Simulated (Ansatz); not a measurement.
Consider the following.

CdGaNO:
```yaml
crystal:
  lattice:
    - [3.28143, 0.00000, 0.00000]
    - [-1.64071, 2.84180, 0.00000]
    - [0.00000, 0.00000, 5.68384]
  atoms:
    - { symbol: Ga, position: [0.33333, 0.66667, 0.50213] }
    - { symbol: Cd, position: [0.66667, 0.33333, 0.97974] }
    - { symbol: O, position: [0.33333, 0.66667, 0.17087] }
    - { symbol: N, position: [0.66667, 0.33333, 0.59725] }
```

This is the PBEsol-relaxed structure. Cartesian axes are those of the cell as given.

Question: All from the program Ansatz at the PBEsol level (PAW), unless another level is named. Estimate the formation energy from the elements (no fitted shifts).

Answer: -0.76 eV/atom.

Question: Predict the band gap.

Answer: 0.51 eV (direct).

Question: Next, the hole effective mass, band 2 of 2 at the edge?

Answer: 0.094 along x, 2.4 along z (mₑ).

Question: What about the electron effective mass?

Answer: 0.095, 0.095, 0.11 mₑ (principal values).

Space group P3m1. The start of the workflow was typed in or built on a structure type; neither database checked (COD, Materials Project) lists it. Its standing as an ambient phase is unchecked. Symmetry was held in the PBEsol relaxation; whether a distortion lowers the energy is not shown. The references are the lowest solids computed at this level, not always the standard phases (solids in place of the gases). Spin–orbit coupling is left out wherever it is not named.

Potentials: the earlier of the program's two PAW sets. The files were generated under PBE; for other functionals the program regenerates the frozen cores, and for LDA and PBEsol the local potential too.
